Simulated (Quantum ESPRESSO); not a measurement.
# Ge3NSi3Al: input and log of a self-consistent run

A calculation, not a measurement. The program is pw.x of Quantum ESPRESSO 7.5 (plane-wave density functional theory). The cell is made up: 8 atoms on a zincblende/diamond lattice, with randomly drawn elements, strain and displacements, not relaxed. PseudoDojo standard norm-conserving files (v0.5 for PBE, v0.4.1 for LDA and PBEsol) set the functional; there is no spin polarisation, spin-orbit coupling or dispersion term, and the masses in the input are unused placeholders.

Input:

```
&control calculation='scf', pseudo_dir='./dojo.nc.sr.pbe.v0_5.standard.upf', outdir='./o', disk_io='medium', tprnfor=.true., tstress=.true. /
&system ibrav=0, nat=8, ntyp=4, nbnd=41, ecutwfc=84.00895049, nosym=.true., tot_charge=0,
 occupations='smearing', smearing='fd', degauss=0.0073498644
/
&electrons conv_thr=7.350e-09, electron_maxstep=60, /
ATOMIC_SPECIES
Al 1.0 Al.upf
Ge 1.0 Ge.upf
N 1.0 N.upf
Si 1.0 Si.upf
CELL_PARAMETERS angstrom
5.4949 0.0353 0.0067
0.0357 5.5191 -0.0719
0.0057 -0.0718 5.4166
ATOMIC_POSITIONS angstrom
Ge -0.0026 -0.0316 -0.0447
N -0.0028 2.747 2.6571
Si 2.7712 -0.0266 2.7104
Ge 2.7704 2.7854 -0.0253
Si 1.3897 1.3513 1.3527
Ge 1.3709 4.0589 3.9794
Al 4.1214 1.3857 4.0589
Si 4.1528 4.1639 1.3622
K_POINTS automatic
6 6 6 1 1 1
```

The log is shortened where brackets say so; the opening notice, blank lines, dates and the lines on written files are dropped, and the path of the files is cut. It prints rydbergs, bohrs and kilobars, and counts compression as positive stress.

```
     Program PWSCF v.7.5
     Parallel version (MPI & OpenMP), running on       1 processor cores
     Number of MPI processes:                 1
     Threads/MPI process:                     1
     [start-up lines left out]
     bravais-lattice index     =            0
     lattice parameter (alat)  =      10.3841  a.u.
     unit-cell volume          =    1108.3010 (a.u.)^3
     number of atoms/cell      =            8
     number of atomic types    =            4
     number of electrons       =        62.00
     number of Kohn-Sham states=           41
     kinetic-energy cutoff     =      84.0090  Ry
     charge density cutoff     =     336.0358  Ry
     scf convergence threshold =      7.3E-09
     mixing beta               =       0.7000
     number of iterations used =            8  plain     mixing
     Exchange-correlation= PBE
                           (   1   4   3   4   0   0   0)
     [axes and pseudopotential details left out]
   Cartesian axes
     site n.     atom                  positions (alat units)
         1        Ge     tau(   1) = (  -0.0004732  -0.0057507  -0.0081346  )
         2        N      tau(   2) = (  -0.0005096   0.4999074   0.4835471  )
         3        Si     tau(   3) = (   0.5043114  -0.0048407   0.4932468  )
         4        Ge     tau(   4) = (   0.5041658   0.5068956  -0.0046042  )
         5        Si     tau(   5) = (   0.2529018   0.2459137   0.2461685  )
         6        Ge     tau(   6) = (   0.2494806   0.7386510   0.7241833  )
         7        Al     tau(   7) = (   0.7500249   0.2521739   0.7386510  )
         8        Si     tau(   8) = (   0.7557392   0.7577592   0.2478973  )
     number of k points=   108  Fermi-Dirac smearing, width (Ry)=  0.0073
     Number of k-points >= 100: set verbosity='high' to print them.
     Dense  grid:   115303 G-vectors     FFT dimensions: (  64,  64,  60)
     Estimated max dynamical RAM per process >     156.20 MB
     Initial potential from superposition of free atoms
     starting charge      61.9932, renormalised to      62.0000
     Starting wfcs are   47 randomized atomic wfcs
     total cpu time spent up to now is       46.6 secs
     per-process dynamical memory:    93.5 Mb
     Self-consistent Calculation
     iteration #  1     ecut=    84.01 Ry     beta= 0.70
     Davidson diagonalization with overlap
     ethr =  1.00E-02,  avg # of iterations =  3.6
     Threshold (ethr) on eigenvalues was too large:
     Diagonalizing with lowered threshold
     Davidson diagonalization with overlap
     ethr =  9.18E-04,  avg # of iterations =  1.6
     total cpu time spent up to now is      284.4 secs
     total energy              =    -586.23730253 Ry
     estimated scf accuracy    <       0.57397656 Ry
     iteration #  2     ecut=    84.01 Ry     beta= 0.70
     Davidson diagonalization with overlap
     ethr =  9.26E-04,  avg # of iterations =  5.5
     total cpu time spent up to now is      412.4 secs
     total energy              =    -586.02613439 Ry
     estimated scf accuracy    <       2.87059300 Ry
     iteration #  3     ecut=    84.01 Ry     beta= 0.70
     Davidson diagonalization with overlap
     ethr =  9.26E-04,  avg # of iterations =  3.2
     total cpu time spent up to now is      548.7 secs
     total energy              =    -586.46743499 Ry
     estimated scf accuracy    <       0.09267492 Ry
     iteration #  4     ecut=    84.01 Ry     beta= 0.70
     Davidson diagonalization with overlap
     ethr =  1.49E-04,  avg # of iterations =  3.1
     total cpu time spent up to now is      692.3 secs
     total energy              =    -586.48408636 Ry
     estimated scf accuracy    <       0.00988898 Ry
     iteration #  5     ecut=    84.01 Ry     beta= 0.70
     Davidson diagonalization with overlap
     ethr =  1.59E-05,  avg # of iterations =  7.2
     total cpu time spent up to now is      874.6 secs
     total energy              =    -586.48583090 Ry
     estimated scf accuracy    <       0.00131743 Ry
     iteration #  6     ecut=    84.01 Ry     beta= 0.70
     Davidson diagonalization with overlap
     ethr =  2.12E-06,  avg # of iterations =  4.8
     total cpu time spent up to now is     1036.8 secs
     total energy              =    -586.48611670 Ry
     estimated scf accuracy    <       0.00008107 Ry
     iteration #  7     ecut=    84.01 Ry     beta= 0.70
     Davidson diagonalization with overlap
     ethr =  1.31E-07,  avg # of iterations =  2.2
     total cpu time spent up to now is     1152.3 secs
     total energy              =    -586.48613515 Ry
     estimated scf accuracy    <       0.00001056 Ry
     iteration #  8     ecut=    84.01 Ry     beta= 0.70
     Davidson diagonalization with overlap
     ethr =  1.70E-08,  avg # of iterations =  2.4
     total cpu time spent up to now is     1252.2 secs
     total energy              =    -586.48613819 Ry
     estimated scf accuracy    <       0.00000130 Ry
     iteration #  9     ecut=    84.01 Ry     beta= 0.70
     Davidson diagonalization with overlap
     ethr =  2.09E-09,  avg # of iterations =  2.4
     total cpu time spent up to now is     1345.0 secs
     total energy              =    -586.48613852 Ry
     estimated scf accuracy    <       0.00000013 Ry
     iteration # 10     ecut=    84.01 Ry     beta= 0.70
     Davidson diagonalization with overlap
     ethr =  2.04E-10,  avg # of iterations =  3.5
     total cpu time spent up to now is     1436.0 secs
     total energy              =    -586.48613856 Ry
     estimated scf accuracy    <       0.00000002 Ry
     iteration # 11     ecut=    84.01 Ry     beta= 0.70
     Davidson diagonalization with overlap
     ethr =  2.95E-11,  avg # of iterations =  2.6
     total cpu time spent up to now is     1516.1 secs
     End of self-consistent calculation
     Number of k-points >= 100: set verbosity='high' to print the bands.
     the Fermi energy is     6.6710 ev
!    total energy              =    -586.48613856 Ry
     estimated scf accuracy    <          4.4E-09 Ry
     smearing contrib. (-TS)   =      -0.00380637 Ry
     internal energy E=F+TS    =    -586.48233219 Ry
     The total energy is F=E-TS. E is the sum of the following terms:
     one-electron contribution =    -359.19099332 Ry
     hartree contribution      =     214.96823611 Ry
     xc contribution           =    -148.05237659 Ry
     ewald contribution        =    -294.20719838 Ry
     convergence has been achieved in  11 iterations
     Forces acting on atoms (cartesian axes, Ry/au):
     atom    1 type  2   force =    -0.02911075    0.01790904    0.04951304
     atom    2 type  3   force =    -0.00056026   -0.00631163   -0.00791986
     atom    3 type  4   force =    -0.03082915    0.00340254    0.00447302
     atom    4 type  2   force =    -0.01965640    0.00261254    0.04325534
     atom    5 type  4   force =    -0.03338177    0.04299581    0.03251825
     atom    6 type  2   force =    -0.00952834   -0.04221870   -0.07197416
     atom    7 type  1   force =     0.06371224    0.03020594   -0.06658732
     atom    8 type  4   force =     0.05935443   -0.04859553    0.01672170
     Total force =     0.183337     Total SCF correction =     0.000377
     Computing stress (Cartesian axis) and pressure
          total   stress  (Ry/bohr**3)                   (kbar)     P=      -15.62
  -0.00012685  -0.00019626  -0.00005387          -18.66      -28.87       -7.92
  -0.00019626  -0.00013229   0.00024142          -28.87      -19.46       35.51
  -0.00005387   0.00024142  -0.00005950           -7.92       35.51       -8.75
     init_run     :     40.74s CPU     46.55s WALL (       1 calls)
     electrons    :   1378.34s CPU   1469.48s WALL (       1 calls)
     forces       :     10.92s CPU     11.03s WALL (       1 calls)
     stress       :     37.97s CPU     38.16s WALL (       1 calls)
     [timing details left out]
     PWSCF        :  24m28.24s CPU  26m 6.74s WALL
     JOB DONE.
```

In other units: free energy -7979.550 eV for the cell, pressure -1.56 GPa, largest force component 1.851 eV/Å. A rerun of the same cell at another strain at 1437 eV and a 8 x 8 x 8 mesh moved values by no more than 0.007 eV in energy, 0.04 GPa in stress and 0.011 eV/Å in force.